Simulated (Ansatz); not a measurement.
Relaxed candidate structures of BeS:

**A**
```
CELL_PARAMETERS angstrom
     -1.53783     1.53783     7.81792
      1.53783    -1.53783     7.81792
      1.53783     1.53783    -7.81792
ATOMIC_POSITIONS crystal
  Be 0.75000 0.25000 0.50000
  Be 0.00000 0.00000 0.00000
  S  0.50000 0.50000 0.00000
  S  0.25000 0.75000 0.50000
```

**B**
```
CELL_PARAMETERS angstrom
      3.07353     0.00000     0.00000
      0.00000     3.07353     0.00000
      0.00000     0.00000     4.45862
ATOMIC_POSITIONS crystal
  Be 0.50000 0.50000 0.00000
  S  0.00000 0.00000 0.00000
```

**C**
```
CELL_PARAMETERS angstrom
      0.00000     2.31707     2.31707
      2.31707     0.00000     2.31707
      2.31707     2.31707     0.00000
ATOMIC_POSITIONS crystal
  Be 0.00000 0.00000 0.00000
  S  0.50000 0.50000 0.50000
```

**D**
```cif
data_Be3S3
_chemical_formula_sum 'S3 Be3'
_space_group_name_H-M_alt 'P 1'
_space_group_IT_number 1
_cell_length_a 8.70084
_cell_length_b 8.70084
_cell_length_c 8.70084
_cell_angle_alpha 22.781
_cell_angle_beta 22.781
_cell_angle_gamma 22.781
loop_
_space_group_symop_operation_xyz
  'x, y, z'
loop_
_atom_site_label
_atom_site_type_symbol
_atom_site_fract_x
_atom_site_fract_y
_atom_site_fract_z
_atom_site_occupancy
S1 S 0.99974 0.99974 0.99974 1
S2 S 0.77768 0.77768 0.77768 1
S3 S 0.22236 0.22236 0.22236 1
Be1 Be 0.91683 0.91683 0.91683 1
Be2 Be 0.69433 0.69433 0.69433 1
Be3 Be 0.13906 0.13906 0.13906 1
```

Q: Rank these by energy per atom (lowest first), as r2SCAN (plane waves to 500 eV, PAW, scalar-relativistic; Ansatz, a program for electronic structure) gives it.

A: D (reference), C (+0.614 eV/atom), A (+0.874 eV/atom), B (+0.889 eV/atom)

Q: Give each candidate's band gap.

A: No candidate is metallic. A: 0.42 eV (no spin-orbit coupling); B: 0.30 eV (no spin-orbit coupling); C: 1.33 eV (no spin-orbit coupling); D: 4.12 eV (no spin-orbit coupling).

The lowest structure calculated, F-43m, cF8, zinc blende type, is not among these; it lies under 0.01 eV/atom below the lowest of them. Probably no minimum, since a slightly shaken restart fell lower: I4₁/amd, tI8 (by 0.82 eV/atom, to P4₂/mnm). 2 runs with a doubtful electronic state, a coarser numerical grid, an end not at rest or a source that can't be used are left out. 8 generated cells of layers, chains or molecules, poorly bound without dispersion, are left out. Each run could gain symmetry but not lose that of its start, so entries can be saddle points. All of these are generated cells (placed on structure types, drawn at random, substituted or restacked) that were not matched to a known phase here. Energies are at zero temperature and pressure, without zero-point motion. No spin polarisation in the result. Without a van der Waals term the distances between weakly bound units are poorly fixed.
